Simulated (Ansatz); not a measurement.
Se (trigonal-Se type, space group P3_121)

```yaml
crystal:
  lattice:
    - [9.01316, 0.00000, 0.00000]
    - [-2.25329, 3.90281, 0.00000]
    - [0.00000, 0.00000, 4.98884]
  atoms:
    - { symbol: Se, position: [0.10844, 0.00000, 0.83333] }
    - { symbol: Se, position: [0.60844, 0.00000, 0.83333] }
    - { symbol: Se, position: [0.00000, 0.21689, 0.16667] }
    - { symbol: Se, position: [0.50000, 0.21689, 0.16667] }
    - { symbol: Se, position: [0.39156, 0.78311, 0.50000] }
    - { symbol: Se, position: [0.89156, 0.78311, 0.50000] }
```

In each cell atom 1 (Se, nearest neighbour Se at 2.373 Å; its periodic images, 4.5 Å or more away, move with it) moves by s·(0.707, 0.707, 0.000) (along Cartesian [110]), the rest being held.

Level of theory: r2SCAN (plane waves to 500 eV, PAW, scalar-relativistic; Ansatz, a program for electronic structure). k mesh 7×7×6 (Γ-centred), Fermi-Dirac smearing 0.05 eV. The energy includes the smearing's −TS. Se was relaxed with its symmetry unable to fall. The PAW data are Ansatz's earlier set. ΔE is measured from the undisplaced structure.

```tsv
s (Å)	ΔE (meV/cell)
-0.710	1800
-0.568	1119
-0.426	608
-0.284	withheld
-0.142	62
0.000	0
0.142	56
0.284	213
0.426	450
0.568	747
0.710	1079
```

Q: Fit a polynomial form (powers 2, 3, 4) to the given rows and predict ΔE at s = -0.284.

A: Least squares on the 10 given rows: ΔE = (2951)·s² + (-1009)·s³ + (-188.3)·s⁴, in meV/cell with s in Å; root-mean-square residual 0.8 meV/cell. At -0.284 the fit gives 260 meV/cell; the calculation gives 260 meV/cell, the same to the digits shown. The quadratic term alone would give 238 meV/cell.

(For displaced atoms, the force is minus the slope of the energy, and its curvature is a force constant, which sets phonon frequencies.)
